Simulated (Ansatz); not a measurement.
A trial structure of IrRuC₆N₆ was built thus: cyanide-bridged rock-salt net of two metals, 0 guest cations a cell (Fm-3m, No. 225). The dimensions are guesses.

```
Ru Ir C N
1.0
     0.00000    5.07200    5.07200
     5.07200    0.00000    5.07200
     5.07200    5.07200    0.00000
Ru Ir C N
1 1 6 6
Direct
  0.50000 0.50000 0.50000
  0.00000 0.00000 0.00000
  0.81102 0.18898 0.18898
  0.18898 0.81102 0.18898
  0.18898 0.18898 0.81102
  0.18898 0.81102 0.81102
  0.81102 0.18898 0.81102
  0.81102 0.81102 0.18898
  0.69568 0.30432 0.30432
  0.30432 0.69568 0.30432
  0.30432 0.30432 0.69568
  0.30432 0.69568 0.69568
  0.69568 0.30432 0.69568
  0.69568 0.69568 0.30432
```

Method: Ansatz, DFT PBE, scalar-relativistic, plane waves, PAW. Cutoff 420 eV, Gaussian smearing, Γ-centred meshes. Cell and atoms relax first on a coarse mesh and then on a finer one. In between, the cell is made exact in the group found at 0.06 Å. In metals the finer mesh still leaves noise of several meV/atom or more. The steps can't lower the symmetry of their start, moments included. Collinear spin, starting moments 1 -1 0 0 0 0 0 0 0 0 0 0 0 0 μB in the order of the atoms.

A guess keeps its type if space group and coordination stay and the shape of the cell changes little (axis ratios within about 15 %, angles within 6°); the volume may change.

Problem. Does this structure survive the relaxation?

Solution. It keeps its type. The symmetry stays Fm-3m (No. 225). The volume per atom grows by 6.3 %, from 18.6 to 19.8 Å³. The shortest distance stays 1.17 Å (C–N). Counting neighbours within 15 % of an atom's shortest distance, the start has C 1, Ir 6, N 1, Ru 6 and the end C 1, Ir 6, N 1, Ru 6.

The last run used collinear spin, a 6×6×6 mesh for its 14-atom cell and Gaussian smearing of 0.10 eV. These runs have no spin–orbit coupling, which can matter for Ir. Another magnetic order may lie lower. Symmetry constrained the relaxation, so the result can be a saddle point.
